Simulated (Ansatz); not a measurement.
FeCo$_{3}$ (Cu3Au type, Pm-3m) at seven volumes, the program Ansatz at the r²SCAN level (PAW), scaled uniformly. One row is withheld.

| V (Å³/atom) | P (GPa) |
|---|---|
| 10.068 | 23.35 |
| 10.399 | ? |
| 10.731 | 6.42 |
| 11.063 | 0.00 |
| 11.395 | -5.69 |
| 11.727 | -10.49 |
| 12.059 | -14.54 |

### Question
Fit the shown pressures and predict the withheld one.

### Answer
Third-order Birch–Murnaghan: P = (3/2)B₀(x^(7/2) − x^(5/2))[1 + (3/4)(B′ − 4)(x − 1)] with x = (V₀/V)^(2/3). Least squares on the six rows gives V₀ = 11.058 Å³/atom, B₀ = 202.6 GPa, B′ = 4.36. At V = 10.399, x = 1.0418 and P = 14.24 GPa. The run itself gave 13.93 GPa.

The first step of the workflow began from a Materials Project structure, measured or hypothetical; the Crystallography Open Database copy checked does not list it. Whether it is the stable phase at ambient conditions was not checked. Symmetry was held in the r²SCAN relaxation; its stability against distortions is not shown here. The final state is ferromagnetic, chosen from 5 collinear starts compared on coarse meshes (ties went to the first, and starts can fall back to one state), not a proven ground state. Other orbital occupations within this spin state were not tried.

Potentials: the later of the program's two PAW sets.
